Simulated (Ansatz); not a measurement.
BaTiO₃ (tetragonal-perovskite type, space group P4mm)

```xyz
5
Lattice="3.9855 0.0000 0.0000 0.0000 3.9855 0.0000 0.0000 0.0000 4.2013" Properties=species:S:1:pos:R:3 pbc="T T T"
Ti     1.9927     1.9927     1.9228
Ba     0.0000     0.0000     3.9511
O      1.9927     1.9927     3.7349
O      1.9927     0.0000     1.7202
O      0.0000     1.9927     1.7202
```

The volume is varied about the relaxed value V₀ at fixed cell shape. The atoms relax within the cell's symmetry.

Calculation: PBE (plane waves to 420 eV, PAW, scalar-relativistic; Ansatz, a first-principles code). k mesh 8×8×8 (Γ-centred), Fermi-Dirac smearing 0.05 eV. The energy includes the smearing's −TS. With the shape held, the modulus is that of even scaling; a crystal free to change shape is softer. BaTiO3 is run without spin polarisation. BaTiO3 was relaxed with its symmetry unable to fall. The zero of ΔE is the relaxed starting cell.

| V (Å³/atom) | ΔE (meV/atom) |
|---|---|
| 12.012 | 64.9 |
| 12.346 | 34.5 |
| 12.679 | 14.5 |
| 13.013 | 3.5 |
| 13.347 | 0.0 |
| 13.680 | 3.1 |
| 14.014 | 11.7 |
| 14.348 | 25.2 |
| 14.681 | 42.6 |

**Question.** What is the fitted pressure derivative B₀′?

**Answer.** 5.3.

**Question.** What bulk modulus at fixed cell shape B₀ follows from a third-order Birch-Murnaghan fit?

**Answer.** 125 GPa. Check by three points about V = 13.347 Å³/atom, step 0.334: d²E/dV² ≈ (3.5 − 2·0.0 + 3.1) meV / 0.334² = 0.0593 eV/Å⁶, and V·d²E/dV² × 160.2 = 127 GPa.

(Under strain, the slope of the energy per volume gives the stress and its curvature an elastic modulus.)
